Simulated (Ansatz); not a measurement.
Given:

KMnSb:
```yaml
crystal:
  lattice:
    - [4.65556, 0.00000, 0.00000]
    - [0.00000, 4.65556, 0.00000]
    - [0.00000, 0.00000, 8.19931]
  atoms:
    - { symbol: K, position: [0.00000, 0.50000, 0.65247] }
    - { symbol: K, position: [0.50000, 0.00000, 0.34753] }
    - { symbol: Sb, position: [0.00000, 0.50000, 0.19080] }
    - { symbol: Sb, position: [0.50000, 0.00000, 0.80920] }
    - { symbol: Mn, position: [0.00000, 0.00000, 0.00000] }
    - { symbol: Mn, position: [0.50000, 0.50000, 0.00000] }
```
The run is spin-polarised; directions of the spins, atom by atom: 0 0 0 0 ↑ ↓.

This is the r²SCAN-relaxed structure.

**Question.** All from the program Ansatz at the r²SCAN level (PAW), unless another level is named. Give the formation energy from the elements (no fitted shifts).

**Answer.** -54 kJ/mol-atom.

**Question.** Predict the electron effective mass.

**Answer.** 0.28, 0.28, 0.57 mₑ (principal values).

**Question.** What about the band gap?

**Answer.** 1.27 eV (smallest direct gap 1.28 eV).

Space group P4/nmm. The workflow started from an entry of the Crystallography Open Database (COD). Whether it is the stable phase at ambient conditions was not checked. The cell was relaxed with r²SCAN under the symmetry of its start, as lowered by the spin order; its stability against distortions is not shown here. The final state is antiferromagnetic, chosen from 2 collinear starts compared on coarse meshes (ties went to the first, and starts can fall back to one state), not a proven ground state. Other orbital occupations within this spin state were not tried. The references are the lowest solids computed at this level, not always the standard phases. The manganese reference at this level is a Cmcm phase, not α-Mn. Spin–orbit coupling is left out wherever it is not named.

Potentials: the later of the program's two PAW sets.
